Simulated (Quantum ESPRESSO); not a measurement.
Kohn-Sham bands of NaH (rock salt)

```yaml
crystal:
  lattice:
    - [0.00000, 2.38642, 2.38642]
    - [2.38642, 0.00000, 2.38642]
    - [2.38642, 2.38642, 0.00000]
  atoms:
    - { symbol: Na, position: [0.00000, 0.00000, 0.00000] }
    - { symbol: H, position: [0.50000, 0.50000, 0.50000] }
```

Structure: Materials Project mp-23870, symmetrised, not relaxed again. COD (Crystallography Open Database) has an entry of this formula and space group (matched by these alone). Computed values, not measurements, from PBEsol: Quantum ESPRESSO (norm-conserving PseudoDojo potentials, cutoff 71 Ry, no spin polarisation, no spin-orbit coupling) on a Γ-centred 12×12×12 mesh, then Wannier90. Density: 12×12×12 mesh, cold smearing 0.01 Ry.

Q: List the Kohn-Sham levels between −8 and 6.6 eV relative to the valence-band maximum at the high-symmetry points, as a band run of pw.x on that density gives them (levels within 2 meV counted together).

A: 
```
point  k (reciprocal lattice)        levels (eV)
-----  ----------------------  -----------------
Γ           0.000 0.000 0.000              -3.82
X           0.500 0.000 0.500        -0.19, 4.48
U           0.625 0.250 0.625  -0.12, 5.19, 6.28
K           0.375 0.375 0.750  -0.12, 5.19, 6.28
L           0.500 0.500 0.500        -0.92, 3.63
W           0.500 0.250 0.750    0.00, 5.90 (×2)
```
